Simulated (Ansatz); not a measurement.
A relaxed cell of NdBeF₂ is given with its symmetry left out. The cell was found from a structure generator's guess, not taken from experiment.

All numbers below come from DFT PBE, scalar-relativistic, plane waves, PAW, and for the lanthanide a 4f-in-core norm-conserving potential (Ansatz 0.2.0). Cutoff 660 eV, Γ-centred mesh, Gaussian smearing, no spin polarisation.

```yaml
crystal:
  lattice:
    - [4.54144, 0.00000, 0.00000]
    - [-2.27072, 3.93300, 0.00000]
    - [0.00000, 0.00000, 7.19691]
  atoms:
    - { symbol: Nd, position: [0.33333, 0.66667, 0.00000] }
    - { symbol: Be, position: [0.66667, 0.33333, 0.00000] }
    - { symbol: F, position: [0.66667, 0.33333, 0.21315] }
    - { symbol: F, position: [0.66667, 0.33333, 0.78685] }
```

Energies over the elements count from the elements' standard structures at the same level (F₂ as a molecule), with no fitted energy shifts.

(1) What space group does it have?

(2) How far does it lie from the elements in energy?

(3) Is it a metal?

Results:

(1) P-6m2 (No. 187). Conventional cell: a = 4.541 Å, c = 7.197 Å. Nd is surrounded by 3 Be at 2.62 Å and 6 F at 3.04 Å; around Be lie 2 F at 1.53 Å and 3 Nd at 2.62 Å; around F lie 1 Be at 1.53 Å and 3 Nd at 3.04 Å.

(2) −1.20 eV/atom.

(3) Yes, bands cross the Fermi level on the 12×12×8 mesh.

The last run used a 12×12×8 mesh (in the run's order of axes) for its 4-atom cell and Gaussian smearing of 0.10 eV. Weakly bound directions are ill-defined at this level, which has no dispersion term. An odd number of valence electrons (the lanthanide is held trivalent, its 4f shell in the core) allows no gap without spin; another valence of the lanthanide, a larger cell or a magnetic state could open one. The cell is a metal run without spin; a magnetic state may lie lower. Symmetry constrained the relaxation, so the result can be a saddle point. Another cell of NdBeF2 relaxed alike, in P6/mmm, lies 0.67 eV/atom lower, so this cell isn't the stable form at this level.

The lanthanide is trivalent by construction, without f bands, f moments or other valences. The reference runs of the other elements, and any phases without the lanthanide, used 420 eV, which shifts energies against them by under 10 meV/atom. The lanthanide's reference is the lowest of its hcp, dhcp and fcc cells.
